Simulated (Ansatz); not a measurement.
# ZnGa₂, a known structure type with other elements, at an estimated volume

```
Ga Zn
1.0
     2.90838    0.00000    0.00000
     0.00000    2.90838    0.00000
     0.00000    0.00000    6.00071
Ga Zn
2 1
Direct
  0.50000 0.50000 0.29500
  0.50000 0.50000 0.70500
  0.00000 0.00000 0.00000
```

Single point in Ansatz 0.2.0 with PBEsol, with U = 7.66 eV and J = 0.52 eV on Zn d (all-electron-ortho-atomic projectors), spin-orbit coupling. Cutoff 420 eV, PAW datasets, 7×7×3 Γ-centred k mesh, fermi-dirac filling (width 0.1 eV).

The state carries no moments; the state need not be the lowest.

Q: Give the Bader charges.

A: Bader charges in e: Zn +0.02, Ga -0.01. In the mean Zn gives up most and Ga takes most.

Q: What does the stress say?

A: The pressure is 1.1 GPa (compression positive), so with the atoms held at these fractions the cell would first expand.

Q: Which atom feels the largest force, and which way?

A: The largest is on Ga1 (and as large on other atoms): 0.34 eV/Å, components (0.00, 0.00, -0.34). It makes 180° with the line to a nearest neighbour, Ga2 at 2.46 Å, pointing away from it.

Q: What happens at the Fermi level?

A: It is a metal, with about 1.2 states/eV a cell as the mean within 0.25 eV of the Fermi level, mostly Ga p (73 %) and Ga s (16 %).

Origin: a known structure type with other elements, at an estimated volume, so it need not be a known compound. Caveats: started without moments under time reversal, so no moment could form; the k mesh is coarse if the cell is a metal.
